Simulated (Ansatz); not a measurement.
CdS (wurtzite)

```xyz
4
Lattice="4.1962 0.0000 0.0000 -2.0981 3.6340 0.0000 0.0000 0.0000 6.8295" Properties=species:S:1:pos:R:3 pbc="T T T"
Cd     0.0000     2.4227     6.8238
Cd     2.0981     1.2113     3.4091
S      0.0000     2.4227     2.5654
S      2.0981     1.2113     5.9802
```

In each cell atom 2 (Cd, nearest neighbour S at 2.565 Å; its periodic images, 4.2 Å or more away, move with it) moves by s·(-0.818, 0.472, -0.329) (towards the nearest neighbour), the rest being held.

All values below come from PBE (plane waves to 420 eV, PAW, scalar-relativistic; Ansatz, a first-principles code). k mesh 7×7×4 (Γ-centred), Fermi-Dirac smearing 0.05 eV. E stands for the smeared free energy. CdS was relaxed with its symmetry unable to fall. ΔE is measured from the undisplaced structure.

```json
[
 {"s (Å)": "-0.260", "ΔE (meV/cell)": "105.4"},
 {"s (Å)": "-0.208", "ΔE (meV/cell)": "72.3"},
 {"s (Å)": "-0.156", "ΔE (meV/cell)": "43.7"},
 {"s (Å)": "-0.104", "ΔE (meV/cell)": "20.9"},
 {"s (Å)": "-0.052", "ΔE (meV/cell)": "5.6"},
 {"s (Å)": "0.000", "ΔE (meV/cell)": "0.0"},
 {"s (Å)": "0.052", "ΔE (meV/cell)": "6.5"},
 {"s (Å)": "0.104", "ΔE (meV/cell)": "28.0"},
 {"s (Å)": "0.156", "ΔE (meV/cell)": "68.2"},
 {"s (Å)": "0.208", "ΔE (meV/cell)": "withheld"},
 {"s (Å)": "0.260", "ΔE (meV/cell)": "222.4"}
]
```

**Question.** Fit a polynomial form (powers 2, 3, 4) to the given rows and predict ΔE at s = 0.208.

**Answer.** Least squares on the 10 given rows: ΔE = (2234)·s² + (3320)·s³ + (2827)·s⁴, in meV/cell with s in Å; root-mean-square residual 0.21 meV/cell. At 0.208 the fit gives 131.8 meV/cell; the calculation gives 131.3 meV/cell, so the interpolation is off by 0.5 (+0.4 %). The quadratic term alone would give 96.7 meV/cell.

(For displaced atoms, the force is minus the slope of the energy, and its curvature is a force constant, which sets phonon frequencies.)
